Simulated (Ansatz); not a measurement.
Lu (hcp, Mg type)

```
CELL_PARAMETERS angstrom
      3.44496     0.00000     0.00000
     -1.72248     2.98343     0.00000
      0.00000     0.00000     5.34875
ATOMIC_POSITIONS crystal
  Lu 0.33333 0.66667 0.75000
  Lu 0.66667 0.33333 0.25000
```

The slice is a (0001) plane (indices of the conventional cell) through the point (0.333, 0.667, 0.750) (fractional), spanned by u = [110] and v = [1 -1 0] in vectors of this cell: u (3.44 Å) and v (5.97 Å, at 90° to u). It covers one period; positions are fractions (u, v).

All values below come from PBEsol (plane waves to 420 eV, PAW, scalar-relativistic; Ansatz, an electronic-structure program). k mesh 16×16×9. Inside the PAW spheres the values are not all-electron values, and peaks at nuclei hang on which shells count as valence. Lu is run without spin polarisation. Lu was relaxed with its symmetry unable to fall. The PAW data are Ansatz's earlier set.

Three fields on this plane, each scaled to ten steps between its own extremes (0 low, 9 high; the total valence density on a logarithmic scale, the potential cut 8 eV below its top; x marks points blanked near nuclei; v = 0 in the bottom row):

Map A
```
|xxxxx0367630xxxx|
|xxxxx0478740xxxx|
|xxxx026898620xxx|
|xxx00579997500xx|
|0001478999874100|
|2345678999876543|
|6677777777777776|
|8887654323456788|
|9986410000014689|
|987400xxxxx00478|
|88510xxxxxxx0158|
|8740xxxxxxxxx047|
|7630xxxxxxxxx036|
|7620xxxxxxxxx026|
|7630xxxxxxxxx036|
|8740xxxxxxxxx047|
|98620xxxxxxx0268|
|997500xxxxx00579|
|9987410000014789|
|9987654323456789|
|7777777666777777|
|2345678888876543|
|0001468999864100|
|xxx00478987400xx|
|xxxx015888510xxx|
|xxxxx0478740xxxx|
|xxxxx0367630xxxx|
|xxxxx0267620xxxx|
```

Map B
```
|xxxxx8421248xxxx|
|xxxxx7322237xxxx|
|xxxx953222359xxx|
|xxx95322222359xx|
|9974322222223479|
|3322112222211223|
|1111112222211111|
|0000123444321000|
|0001247999742100|
|000259xxxxx95200|
|00149xxxxxxx9410|
|0026xxxxxxxxx620|
|0138xxxxxxxxx831|
|1149xxxxxxxxx941|
|1248xxxxxxxxx842|
|2237xxxxxxxxx732|
|22359xxxxxxx9532|
|222359xxxxx95322|
|2222347999743222|
|2221122333221122|
|2221111111111122|
|4432100000001234|
|9974210000012479|
|xxx95200000259xx|
|xxxx941000149xxx|
|xxxxx6200026xxxx|
|xxxxx8310138xxxx|
|xxxxx9411149xxxx|
```

Map C
```
|xxxxx1023201xxxx|
|xxxxx0035300xxxx|
|xxxx202686202xxx|
|xxx20148984102xx|
|2100026999620001|
|0000146777641000|
|0011233333332110|
|2222100000001222|
|4320000121000023|
|431002xxxxx20013|
|32002xxxxxxx2002|
|2100xxxxxxxxx001|
|2101xxxxxxxxx101|
|2102xxxxxxxxx201|
|3201xxxxxxxxx102|
|5300xxxxxxxxx003|
|86202xxxxxxx2026|
|984102xxxxx20148|
|9962000121000269|
|7764100000001467|
|3333211000112333|
|0000122222221000|
|2100002343200001|
|xxx20013431002xx|
|xxxx200232002xxx|
|xxxxx0012100xxxx|
|xxxxx1012101xxxx|
|xxxxx2012102xxxx|
```

Task: Assign the maps to these fields: electron localisation function (ELF); valence electron density; electrostatic potential energy of an electron, from the cell's mean.

Result: A is the electrostatic potential energy of an electron, from the cell's mean; B is the valence electron density; C is the electron localisation function (ELF).
